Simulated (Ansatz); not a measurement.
## AgC2: rattling a relaxed structure

The structure comes from a generated guess, relaxed at this level; another structure or a mixture of phases may lie lower.

Level of theory: DFT PBE, scalar-relativistic, plane waves, PAW in Ansatz. Settings: cutoff 420 eV, Γ-centred mesh 18×18×18 on the computed 3-atom cell, Gaussian smearing of 0.10 eV; no spin polarisation.

The cell below (3 atoms, space group R3m (No. 160)) is relaxed within its symmetry.

```cif
data_structure
_symmetry_space_group_name_H-M 'P 1'
_symmetry_Int_Tables_number 1
_cell_length_a 8.8529
_cell_length_b 8.8529
_cell_length_c 8.8529
_cell_angle_alpha 16.593
_cell_angle_beta 16.593
_cell_angle_gamma 16.593
_cell_volume 49.35
loop_
_atom_site_label
_atom_site_type_symbol
_atom_site_fract_x
_atom_site_fract_y
_atom_site_fract_z
_atom_site_occupancy
Ag1 Ag 0.99906 0.99906 0.99906 1
C1 C 0.83279 0.83279 0.83279 1
C2 C 0.49945 0.49945 0.49945 1
```

For the test a repeat of it with 6 atoms (edges 2.55, 4.43, 8.85 Å) was strained at random (σ = 1.5 % a component), the atoms were moved at random (σ = 0.10 Å), and all was relaxed again on a coarse 8×6×8 mesh (in the run’s order of axes) with 0.20 eV smearing, with no symmetry imposed.

Weakly bound directions are ill-defined at this level, which has no dispersion term. The cell is a metal run without spin; a magnetic state may lie lower.

Task: Is the structure stable against such a distortion?

Result: It doesn't return. The energy falls by 60 meV/atom on that mesh, the volume changes by -3.3 %, and the end has space group P1 (No. 1) at a loose tolerance. Relaxed again on a 12×8×4 mesh with 0.10 eV smearing, the new structure lies 59 meV/atom below the first (mesh in the axes of the run's cell; the cell below is made exact in the group named). Space group P1 (No. 1), triclinic, a = 2.538 Å, b = 4.276 Å, c = 8.954 Å, α = 97.8°, β = 98.1°, γ = 90.0°. Ag on its first site has 2 Ag at 2.54 Å and 4 Ag at 2.78 Å; Ag on its second site has 2 Ag at 2.54 Å and 4 Ag at 2.78 Å; C on its first site is surrounded by 3 C at 1.43–1.45 Å; C on its second site is surrounded by 3 C at 1.43–1.45 Å; 2 more sites not described.

```cif
data_structure
_symmetry_space_group_name_H-M 'P1'
_symmetry_Int_Tables_number 1
_cell_length_a 2.5384
_cell_length_b 4.2759
_cell_length_c 8.9537
_cell_angle_alpha 97.751
_cell_angle_beta 98.056
_cell_angle_gamma 90.001
_cell_volume 95.33
loop_
_atom_site_label
_atom_site_type_symbol
_atom_site_symmetry_multiplicity
_atom_site_Wyckoff_symbol
_atom_site_fract_x
_atom_site_fract_y
_atom_site_fract_z
_atom_site_occupancy
Ag1 Ag 1 a 0.45576 0.63032 0.92709 1
Ag2 Ag 1 a 0.02542 0.17018 0.06808 1
C1 C 1 a 0.25318 0.34044 0.49816 1
C2 C 1 a 0.75318 0.84049 0.49816 1
C3 C 1 a 0.75312 0.17476 0.49803 1
C4 C 1 a 0.25324 0.67511 0.49828 1
```
